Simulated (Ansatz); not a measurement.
Polymorphs of AlNi, each relaxed with plane-wave PAW PBEsol (Ansatz code):

A: Cmcm
a = 2.650 Å, b = 9.281 Å, c = 3.966 Å, α = 90.00°, β = 90.00°, γ = 90.00°

```
atom  site  symmetry       x       y       z
----  ----  --------  ------  ------  ------
Al      4c       m2m  0.0000  0.3455  0.2500
Ni      4c       m2m  0.0000  0.0789  0.2500
```

B: CsCl type (Pm-3m)
a = b = c = 2.8624 Å, α = β = γ = 90.00°

```
atom  site  symmetry       x       y       z
----  ----  --------  ------  ------  ------
Al      1a      m-3m  0.0000  0.0000  0.0000
Ni      1b      m-3m  0.5000  0.5000  0.5000
```

C: rock salt (Fm-3m)
a = b = c = 4.800 Å, α = β = γ = 90.00°

```json
[
 {"atom": "Ni", "site": "4a", "symmetry": "m-3m", "x": "0.0000", "y": "0.0000", "z": "0.0000"},
 {"atom": "Al", "site": "4b", "symmetry": "m-3m", "x": "0.5000", "y": "0.5000", "z": "0.5000"}
]
```

**Question.** Put the candidates in order of energy per atom at 0 K, lowest first, for PBEsol.

**Answer.** B (+0 meV/atom), A (+170 meV/atom), C (+672 meV/atom)

Typed or built starts, not in the databases checked: A; C. Not the usual ambient phase: A; C. Began spin-polarised and lost the moments: A; C. Unstable at this level: C. All cells were relaxed under the symmetry of their starts (and spin orders); stability against distortions was not tested throughout. Rows with no word on spin ran without spin polarisation.

Energies hold the estimated change up to a 700 eV cutoff; steps of a few meV lie near the error of the meshes.

Potentials: the later of the program's two PAW sets.
